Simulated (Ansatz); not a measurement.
## Band table of Ga (sc type)

```xyz
1
Lattice="2.1117 0.0000 0.0000 0.0000 2.1117 0.0000 0.0000 0.0000 2.1117" Properties=species:S:1:pos:R:3 pbc="T T T"
Ga    0.0000    0.0000    0.0000
```

The cell comes from a relaxation on PAW files under the same functional, begun from a prototype that needn't be the stable phase.

Level of theory: DFT with PBEsol, scalar-relativistic, in Ansatz 0.2.0; a Γ-centred 15×15×15 k mesh, Fermi–Dirac smearing of 0.1 eV, no spin polarisation. LAPW: all electrons, basis error target 1 meV/atom.

This run: volume at 0.5 of the series' base cell.

The structure type is held throughout; the real material can change phase at far lower pressure.

Path points, in fractions of the reciprocal vectors: Γ (0.000, 0.000, 0.000), X (0.000, 0.500, 0.000), M (0.500, 0.500, 0.000), R (0.500, 0.500, 0.500). The distance column jumps between branches of the path. Levels in eV from the Fermi level; bands 5 to 13, counted from the lowest band of the run. The gap is zero, the pressure 210.7 GPa.

```
# k(1/Å) point b5 b6 b7 b8 b9 b10 b11 b12 b13
0.000 Γ -18.12 -18.12 -17.86 -15.55 -15.55 -15.55 15.03 15.03 15.03
0.186 - -18.11 -18.08 -17.72 -15.58 -15.58 -15.55 12.71 15.20 15.20
0.372 - -18.08 -17.97 -17.26 -15.67 -15.67 -15.54 9.35 15.70 15.70
0.558 - -18.04 -17.83 -16.47 -15.79 -15.79 -15.53 6.00 16.51 16.51
0.744 - -17.99 -17.67 -15.94 -15.94 -15.52 -15.39 2.79 17.61 17.61
0.930 - -17.93 -17.51 -16.08 -16.08 -15.50 -14.02 -0.23 18.97 18.97
1.116 - -17.89 -17.37 -16.20 -16.20 -15.49 -12.39 -3.03 20.53 20.53
1.302 - -17.86 -17.28 -16.28 -16.28 -15.49 -10.56 -5.56 21.87 22.18
1.488 X -17.85 -17.24 -16.30 -16.30 -15.48 -9.19 -7.17 22.49 23.20
1.674 - -17.81 -17.18 -16.39 -16.30 -15.51 -8.99 -7.09 20.79 20.89
1.860 - -17.72 -16.97 -16.63 -16.28 -15.59 -8.43 -6.85 17.64 17.69
2.046 - -17.61 -16.95 -16.63 -16.26 -15.70 -7.58 -6.44 14.47 14.53
2.232 - -17.52 -17.28 -16.24 -16.18 -15.83 -6.49 -5.82 11.37 11.62
2.418 - -17.58 -17.44 -16.21 -15.96 -15.72 -5.25 -4.97 8.48 8.98
2.603 - -17.81 -17.38 -16.19 -16.07 -15.32 -3.93 -3.91 5.91 6.68
2.789 - -17.95 -17.34 -16.18 -16.15 -15.06 -2.79 -2.75 3.86 4.90
2.975 M -18.00 -17.33 -16.17 -16.17 -14.97 -2.20 -2.20 2.95 4.16
3.238 - -17.90 -17.35 -16.15 -16.15 -15.15 -4.30 -1.79 3.64 6.17
3.501 - -17.63 -17.43 -16.10 -16.08 -15.62 -7.52 -0.61 4.25 10.60
3.764 - -17.56 -17.23 -16.22 -16.02 -15.98 -10.50 1.18 5.19 15.69
4.027 - -17.71 -16.84 -16.79 -15.91 -15.86 -13.02 3.46 6.57 20.14
4.290 - -17.86 -17.38 -16.45 -15.78 -15.74 -14.95 6.14 8.43 17.97
4.553 - -17.99 -17.78 -16.82 -15.70 -15.67 -15.64 9.17 10.75 16.36
4.816 - -18.09 -18.04 -17.59 -15.61 -15.58 -15.57 12.46 13.32 15.37
5.079 Γ -18.12 -18.12 -17.86 -15.55 -15.55 -15.55 15.03 15.03 15.03
5.401 - -18.03 -18.03 -17.46 -15.61 -15.60 -15.60 12.60 12.60 14.07
5.724 - -17.75 -17.75 -16.55 -15.77 -15.77 -15.46 9.73 9.73 12.32
6.046 - -17.31 -17.31 -16.53 -16.03 -16.03 -13.67 7.44 7.44 10.83
6.368 - -16.86 -16.79 -16.79 -16.33 -16.33 -10.73 5.82 5.82 9.83
6.690 - -17.17 -16.85 -16.85 -16.04 -16.04 -7.00 4.89 4.89 9.28
7.012 - -17.39 -17.19 -17.19 -15.48 -15.48 -2.63 4.60 4.60 9.06
7.334 - -17.50 -17.45 -17.45 -15.07 -15.07 2.07 4.80 4.80 9.16
7.656 R -17.54 -17.54 -17.54 -14.92 -14.92 5.01 5.01 5.01 10.30
7.919 - -17.53 -17.49 -17.45 -15.07 -14.98 3.40 3.75 5.42 9.23
8.182 - -17.50 -17.36 -17.20 -15.47 -15.14 0.63 1.14 6.62 9.68
8.445 - -17.41 -17.16 -16.84 -16.01 -15.41 -1.96 -1.55 8.48 11.02
8.708 - -17.25 -16.92 -16.59 -16.47 -15.77 -4.04 -3.99 10.87 12.96
8.971 - -17.11 -17.01 -16.68 -16.41 -15.92 -6.07 -5.55 13.68 15.40
9.234 - -17.51 -16.80 -16.70 -16.48 -15.70 -7.71 -6.50 16.84 17.98
9.497 - -17.76 -17.12 -16.42 -16.35 -15.54 -8.80 -7.01 20.25 20.58
9.760 X -17.85 -17.24 -16.30 -16.30 -15.48 -9.19 -7.17 22.49 23.20
11.864 R -17.54 -17.54 -17.54 -14.92 -14.92 5.01 5.01 5.01 10.30
12.050 - -17.55 -17.49 -17.49 -15.02 -14.93 4.40 4.40 4.88 9.00
12.236 - -17.61 -17.36 -17.36 -15.30 -14.93 3.12 3.12 4.54 7.66
12.422 - -17.68 -17.16 -17.16 -15.71 -14.94 1.73 1.73 4.12 6.55
12.608 - -17.77 -16.91 -16.91 -16.18 -14.95 0.44 0.44 3.72 5.67
12.794 - -17.86 -16.64 -16.64 -16.63 -14.95 -0.66 -0.66 3.39 5.00
12.980 - -17.94 -17.00 -16.40 -16.40 -14.96 -1.49 -1.49 3.15 4.53
13.166 - -17.99 -17.24 -16.23 -16.23 -14.96 -2.02 -2.02 3.00 4.25
13.352 M -18.00 -17.33 -16.17 -16.17 -14.97 -2.20 -2.20 2.95 4.16
```
